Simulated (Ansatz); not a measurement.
## PbO: energy along a strain

PbO, P4/nmm, a = 3.974 Å, c = 5.022 Å (as given, not relaxed at this level: 0.9 GPa, forces to 0.12 eV/Å). The structure is a COD entry; whether it is the stable form wasn't checked. Ansatz: PBEsol, PAW, 420 eV, Γ-centred 8×8×6 mesh on 4 atoms, Gaussian smearing 0.05 eV; no spin polarisation. Cell vectors (Å): 3.974 0.000 0.000; 0.000 3.974 0.000; 0.000 0.000 5.022. The cell is strained by x per cent times the pattern (1 -1 0 0 0 0) in the order xx yy zz yz xz xy (engineering shears), with fractional coordinates held. y is the free energy over the start, V0 = 19.832 Å³/atom. Symmetry makes y even in x.

| x (%) | y (meV/atom) |
| --- | --- |
| -4.00 | ? |
| -2.00 | 3.59 |
| 0.00 | 0.00 |
| 0.50 | 0.22 |
| 1.00 | 0.88 |
| 1.50 | 2.01 |
| 2.50 | 5.63 |
| 3.00 | 8.15 |
| 3.50 | 11.13 |

Q: Fit y = c2 x² + c4 x⁴ to the other rows, get the stiffness along the pattern, and predict the missing energy.

A: Least squares on the rows shown. y = 0.8922 x² + 0.001368 x⁴. The clamped-ion stiffness p·C·p = 2 × 8.922 eV × 160.2 / 19.832 Å³ = 144 GPa (second derivative at the start, which stands under stress). At x = -4.00 the fit asked for gives 14.63 meV/atom. The run gave 14.60 meV/atom, so the fit is 0.03 meV/atom too high, a small miss on the scale of the series.

Spin–orbit coupling is left out, which can shift energies with elements as heavy as these.